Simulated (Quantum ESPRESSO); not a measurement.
**Band energies of BaTiB2O6**

```
BaTiB2O6
1.0
    2.53714     1.46482     5.60609
   -2.53714     1.46482     5.60609
    0.00000    -2.92964     5.60609
B O Ti Ba
2 6 1 1
Cartesian
  0.00000   0.00000   3.91462
  0.00000   0.00000  12.90364
 -0.25166  -1.57259   9.57234
  0.25166   1.57259   7.24592
  1.48773   0.56835   9.57234
 -1.48773  -0.56835   7.24592
 -1.23607   1.00424   9.57234
  1.23607  -1.00424   7.24592
  0.00000   0.00000   8.40913
  0.00000   0.00000   0.00000
```

LDA (pw.x of Quantum ESPRESSO, ONCV potentials, without SOC); path ΓLB1,BZΓX,QFP1Z,LP; energies in eV from the valence-band maximum.

```
k (1/Å)  point  band 28  band 29  band 30  band 31  band 32  band 33  band 34  band 35
-------  -----  -------  -------  -------  -------  -------  -------  -------  -------
0.00         Γ    -1.33    -0.92    -0.92    -0.25    -0.11     2.42     2.73     2.73
0.25              -1.32    -1.16    -1.07    -0.41    -0.17     2.54     2.80     2.88
0.74         L    -1.63    -1.45    -1.23    -0.59    -0.57     2.69     3.12     3.20
1.00              -1.47    -1.45    -1.12    -0.78    -0.69     2.86     3.09     3.14
1.26        B1    -1.64    -1.56    -1.05    -0.76    -0.64     2.90     3.01     3.15
1.26         B    -1.64    -1.56    -1.05    -0.76    -0.64     2.90     3.01     3.15
1.44              -1.59    -1.33    -1.16    -0.63    -0.52     2.82     2.94     3.15
1.80              -1.27    -0.91    -0.82    -0.43    -0.07     2.52     2.84     2.89
1.98         Z    -1.20    -0.78    -0.78    -0.36     0.00     2.45     2.81     2.81
2.35              -1.08    -0.98    -0.98    -0.28    -0.07     2.43     2.75     2.75
2.54         Γ    -1.33    -0.92    -0.92    -0.25    -0.11     2.42     2.73     2.73
2.89              -1.39    -1.34    -1.10    -0.56    -0.25     2.64     2.87     2.97
3.07              -1.49    -1.31    -1.21    -0.79    -0.44     2.80     2.97     3.08
3.42         X    -1.76    -1.47    -1.02    -0.80    -0.68     2.93     3.02     3.13
3.42         Q    -1.76    -1.47    -1.02    -0.80    -0.68     2.93     3.02     3.13
3.78         F    -1.56    -1.27    -1.11    -0.64    -0.39     2.71     2.93     3.14
3.78        P1    -1.67    -1.25    -1.15    -0.61    -0.45     2.71     3.00     3.14
3.90              -1.64    -1.29    -1.05    -0.57    -0.42     2.70     2.98     3.11
4.15              -1.36    -1.01    -0.85    -0.48    -0.13     2.58     2.86     2.94
4.27              -1.24    -0.84    -0.80    -0.40    -0.03     2.48     2.82     2.85
4.39         Z    -1.20    -0.78    -0.78    -0.36     0.00     2.45     2.81     2.81
4.39         L    -1.63    -1.45    -1.23    -0.59    -0.57     2.69     3.12     3.20
4.78         P    -1.67    -1.25    -1.15    -0.61    -0.45     2.71     3.00     3.14
```

The LDA gap is indirect, 2.42 eV, from Z to Γ; the smallest direct gap is 2.45 eV.

Geometry of the Materials Project entry, not relaxed at this level.
